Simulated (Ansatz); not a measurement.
The start is a randomly generated symmetric cell of Cu (space group No. 20). A full variable-cell relaxation at zero pressure is run with PBE (plane waves to 420 eV, PAW, scalar-relativistic; Ansatz, a program for electronic structure). The first steps use a coarse 10×10×8 k-mesh.

Starting cell:
```yaml
crystal:
  lattice:
    - [1.74704, -3.50631, 0.00000]
    - [1.74704, 3.50631, 0.00000]
    - [0.00000, 0.00000, 3.94999]
  atoms:
    - { symbol: Cu, position: [0.04419, 0.29821, 0.98295] }
    - { symbol: Cu, position: [0.95581, 0.70179, 0.48295] }
    - { symbol: Cu, position: [0.70179, 0.95581, 0.51705] }
    - { symbol: Cu, position: [0.29821, 0.04419, 0.01705] }
```

Task: Does the structure survive the relaxation? Give the final space group.

Result: The space group goes from C222₁ (No. 20) to Fmmm (No. 69), with 2 atoms in the primitive cell.

Task: How much energy is released per atom?

Result: About 1.5 eV/atom.

Task: How does the volume per atom move from start to end?

Result: +4.0 %, from 12.10 to 12.58 Å³/atom.

Task: How do the shortest distances between atoms change?

Result: The closest pairs of elements (up to four, under 3.6 Å), start → end: Cu–Cu 1.79 → 2.43 Å.

Task: Give the final cell and atomic positions.

Result: 
```cif
data_Cu8
_chemical_formula_sum 'Cu8'
_space_group_name_H-M_alt 'Fmmm'
_space_group_IT_number 69
_space_group_name_Hall '-F 2 2'
_cell_length_a 2.56272
_cell_length_b 4.28264
_cell_length_c 9.16822
_cell_angle_alpha 90.000
_cell_angle_beta 90.000
_cell_angle_gamma 90.000
loop_
_space_group_symop_operation_xyz
  'x, y, z'
  '-x, -y, -z'
  '-x, -y, z'
  'x, y, -z'
  'x, -y, -z'
  '-x, y, z'
  '-x, y, -z'
  'x, -y, z'
  'x, y+1/2, z+1/2'
  '-x, -y+1/2, -z+1/2'
  '-x, -y+1/2, z+1/2'
  'x, y+1/2, -z+1/2'
  'x, -y+1/2, -z+1/2'
  '-x, y+1/2, z+1/2'
  '-x, y+1/2, -z+1/2'
  'x, -y+1/2, z+1/2'
  'x+1/2, y, z+1/2'
  '-x+1/2, -y, -z+1/2'
  '-x+1/2, -y, z+1/2'
  'x+1/2, y, -z+1/2'
  'x+1/2, -y, -z+1/2'
  '-x+1/2, y, z+1/2'
  '-x+1/2, y, -z+1/2'
  'x+1/2, -y, z+1/2'
  'x+1/2, y+1/2, z'
  '-x+1/2, -y+1/2, -z'
  '-x+1/2, -y+1/2, z'
  'x+1/2, y+1/2, -z'
  'x+1/2, -y+1/2, -z'
  '-x+1/2, y+1/2, z'
  '-x+1/2, y+1/2, -z'
  'x+1/2, -y+1/2, z'
loop_
_atom_site_label
_atom_site_type_symbol
_atom_site_symmetry_multiplicity
_atom_site_Wyckoff_symbol
_atom_site_fract_x
_atom_site_fract_y
_atom_site_fract_z
_atom_site_occupancy
Cu1 Cu 8 i 0.00000 0.00000 0.13243 1
```
(The calculation used a cell of 2 atoms; values per cell refer to that cell.)

Final values are on a 21×21×21 k-mesh of the relaxed cell. The start holds a very short contact (Cu–Cu 1.79 Å). No spin polarisation in the result.

The run could not lose the symmetry of its start, so the end can be a saddle point.

The relaxed structure here is a generated cell of Cu: the first start was made by a random draw of sites in a space group, and the end was not matched to a known phase here, so it may be hypothetical. Known forms of Cu include space group No. 225.
